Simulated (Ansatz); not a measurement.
Relaxed candidate structures of BN:

**A**
```xyz
8
Lattice="4.4027 0.0000 0.0000 0.0000 4.4027 0.0000 0.0000 0.0000 2.5389" Properties=species:S:1:pos:R:3 pbc="T T T"
B      1.4345     2.9682     0.0000
B      3.6358     3.6358     1.2695
B      0.7669     0.7669     1.2695
B      2.9682     1.4345     0.0000
N      1.3749     1.3749     0.0000
N      3.5762     0.8265     1.2695
N      0.8265     3.5762     1.2695
N      3.0278     3.0278     0.0000
```
Spin order: non-magnetic.

**B**
```xyz
2
Lattice="0.0000 1.8049 1.8049 1.8049 0.0000 1.8049 1.8049 1.8049 0.0000" Properties=species:S:1:pos:R:3 pbc="T T T"
N      0.9024     0.9024     0.9024
B      0.0000     0.0000     0.0000
```
Spin order: non-magnetic.

**C**
```cif
data_B4N4
_chemical_formula_sum 'B4 N4'
_space_group_name_H-M_alt 'P 1'
_space_group_IT_number 1
_cell_length_a 4.93420
_cell_length_b 4.93420
_cell_length_c 4.20089
_cell_angle_alpha 90.000
_cell_angle_beta 90.000
_cell_angle_gamma 120.000
loop_
_space_group_symop_operation_xyz
  'x, y, z'
loop_
_atom_site_label
_atom_site_type_symbol
_atom_site_fract_x
_atom_site_fract_y
_atom_site_fract_z
_atom_site_occupancy
B1 B 0.00000 0.00000 0.81001 1
B2 B 0.00000 0.00000 0.18999 1
B3 B 0.33333 0.66667 0.00000 1
B4 B 0.66667 0.33333 0.00000 1
N1 N 0.00000 0.00000 0.50000 1
N2 N 0.50000 0.00000 0.00000 1
N3 N 0.00000 0.50000 0.00000 1
N4 N 0.50000 0.50000 0.00000 1
```
Spin order: ferromagnetic.

**D**
```xyz
8
Lattice="2.5480 0.0000 0.0000 -1.2740 2.2066 0.0000 0.0000 0.0000 8.3753" Properties=species:S:1:pos:R:3 pbc="T T T"
B      0.0000     0.0000     0.0027
B      0.0000     0.0000     4.1904
B      1.2740     0.7355     6.2901
B      0.0000     1.4711     2.1024
N      0.0000     0.0000     6.8152
N      0.0000     0.0000     2.6276
N      1.2740     0.7355     4.7135
N      0.0000     1.4711     0.5258
```
Spin order: non-magnetic.

**E**
```cif
data_B3N3
_chemical_formula_sum 'B3 N3'
_space_group_name_H-M_alt 'P 1'
_space_group_IT_number 1
_cell_length_a 2.60009
_cell_length_b 2.60008
_cell_length_c 5.82106
_cell_angle_alpha 90.000
_cell_angle_beta 90.000
_cell_angle_gamma 120.000
loop_
_space_group_symop_operation_xyz
  'x, y, z'
loop_
_atom_site_label
_atom_site_type_symbol
_atom_site_fract_x
_atom_site_fract_y
_atom_site_fract_z
_atom_site_occupancy
B1 B 0.50000 0.00000 0.50000 1
B2 B 0.00000 0.50000 0.16667 1
B3 B 0.50000 0.50000 0.83333 1
N1 N 0.50000 0.00000 0.00000 1
N2 N 0.00000 0.50000 0.66667 1
N3 N 0.50000 0.50000 0.33333 1
```
Spin order: non-magnetic.

**F**
```
BN
1.0
    2.50089     0.00000     0.00000
   -1.25044     2.16583     0.00000
    0.00000     0.00000     6.88578
B N
2 2
Direct
  0.33333   0.66667   0.25000
  0.66667   0.33333   0.75000
  0.33333   0.66667   0.75000
  0.66667   0.33333   0.25000
```
Spin order: non-magnetic.

Rank these by energy per atom (lowest first), as r2SCAN (plane waves to 500 eV, PAW, scalar-relativistic; Ansatz, a first-principles code) gives it.

F (reference), B (+59 meV/atom), D (+67 meV/atom), A (+169 meV/atom), E (+1.054 eV/atom), C (+1.47 eV/atom)

Which candidates are metallic at this level, and what gaps do the others have?

No gap: C. A: 5.32 eV (no spin-orbit coupling); B: 5.00 eV (no spin-orbit coupling); D: 6.08 eV (no spin-orbit coupling); E: 4.24 eV (no spin-orbit coupling); F: 4.87 eV (no spin-orbit coupling).

The lowest structure calculated, R3m, hR2, non-magnetic, is not among these; it lies under 0.01 eV/atom below the lowest of them. 1 run with a doubtful electronic state, a coarser numerical grid, an end not at rest or a source that can't be used is left out. 5 generated cells of layers, chains or molecules, poorly bound without dispersion, are left out. Each run could gain symmetry but not lose that of its start, so entries can be saddle points. From databases, or of a type measured for this composition: F-43m, cF8, zinc blende type, non-magnetic; P6₃/mmc, hP4, AFLOW prototype AB_hP4_194_c_d (B_k, as in BN), non-magnetic; the others are generated cells (placed on structure types, drawn at random, substituted or restacked) that were not matched to a known phase here. Each structure is listed in the lowest spin state found for it. Energies are at zero temperature and pressure, without zero-point motion. Spin states reached: non-magnetic, ferromagnetic; non-magnetic ones ran without spin or lost their moments; spin orders were not searched systematically. No dispersion correction is included, so spacings between layers, chains or molecules are soft and tend to come out too large.
